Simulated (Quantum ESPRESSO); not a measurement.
Kohn-Sham bands of AgNO3 (R3m)

```
CELL_PARAMETERS angstrom
      2.59093     1.49587     2.87875
     -2.59093     1.49587     2.87875
      0.00000    -2.99175     2.87875
ATOMIC_POSITIONS crystal
  Ag 0.99804 0.99804 0.99804
  N  0.57411 0.57411 0.57411
  O  0.43488 0.43488 0.85948
  O  0.85948 0.43488 0.43488
  O  0.43487 0.85948 0.43488
```

Cell from Materials Project (mp-8196), symmetrised, no further relaxation. COD (Crystallography Open Database) has the formula in 2 space groups, this one among them (matched by group alone). Level: PBEsol, spinors with spin-orbit coupling; pw.x of Quantum ESPRESSO at 68 Ry with PseudoDojo potentials, 6×6×6 k-points, Wannier90. Density: 8×8×8 mesh, cold smearing 0.01 Ry.

Energies are relative to the valence-band maximum; weights are on the orthonormalised atomic waves of the pseudopotential files, averaged over the group. 42 electrons a cell are treated as valence.

Q: Into which isolated groups do the bands fall, where do they lie and what are they made of?

A: 
| bands | from (eV) | to (eV) | filling | weight on atomic waves |
|---|---|---|---|---|
| 1–2 | -88.93 | -88.93 | filled | Ag 4s 100 % |
| 3–4 | -56.04 | -56.04 | filled | Ag 4p 100 % |
| 5–8 | -50.96 | -50.91 | filled | Ag 4p 100 % |
| 9–10 | -25.99 | -25.92 | filled | N 2s 42 %, O 2s 39 %, O 2p 17 % |
| 11–14 | -20.55 | -20.44 | filled | O 2s 59 %, N 2p 34 %, O 2p 5 % |
| 15–16 | -10.46 | -9.71 | filled | O 2s 49 %, O 2p 35 %, N 2s 11 % |
| 17–22 | -8.52 | -7.38 | filled | O 2p 50 %, N 2p 29 %, O 2s 18 % |
| 23–42 | -3.71 | 0.00 | filled | Ag 4d 49 %, O 2p 48 % |
| 43–46 | 1.61 | 4.90 | empty | Ag 5s 40 %, O 2p 35 %, N 2p 19 % |

The Kohn-Sham gap over both meshes and the path is 1.61 eV.
